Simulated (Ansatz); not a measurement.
WO:
```
WO
1.0
    4.14159     0.00000     0.00000
    0.00000     4.14159     0.00000
    0.00000     0.00000     4.14159
W O
3 3
Direct
  0.00000   0.50000   0.50000
  0.50000   0.00000   0.50000
  0.50000   0.50000   0.00000
  0.50000   0.00000   0.00000
  0.00000   0.50000   0.00000
  0.00000   0.00000   0.50000
```

Relaxed with PBE. Special points in fractions of this cell's reciprocal vectors: Γ (0.000, 0.000, 0.000); X (0.000, 0.500, 0.000); M (0.500, 0.500, 0.000); R (0.500, 0.500, 0.500).

**Question.** List the band energies nearest the Fermi level at these points for the program Ansatz at the PBE level (PAW).

**Answer.** In eV from the Fermi level; about four levels below and three above (degenerate sets whole), none deeper than 8.9 eV; points with the same levels are listed once.

| k | below | above |
|---|---|---|
| Γ | -4.74 -4.74 -4.74 -0.63 -0.63 -0.63 | 0.82 0.82 1.67 |
| X | -1.60 -0.88 -0.51 -0.51 | 1.33 1.40 1.40 |
| M | -3.56 -3.44 -2.68 -2.68 | 0.15 0.15 0.30 |
| R | -3.52 -3.52 -3.52 -0.62 | 1.47 1.68 1.68 1.68 |

Space group Pm-3m. The start of the workflow was typed in or built on a structure type; neither database checked (COD, Materials Project) lists it. Its standing as an ambient phase is unchecked. The cell was relaxed with PBE under the symmetry of its start; whether a distortion lowers the energy is not shown. The workflow began spin-polarised and lost its moments. No Hubbard U is applied. Scalar-relativistic: spin–orbit coupling is off unless named, which matters more the heavier the elements.

Potentials: the earlier of the program's two PAW sets.
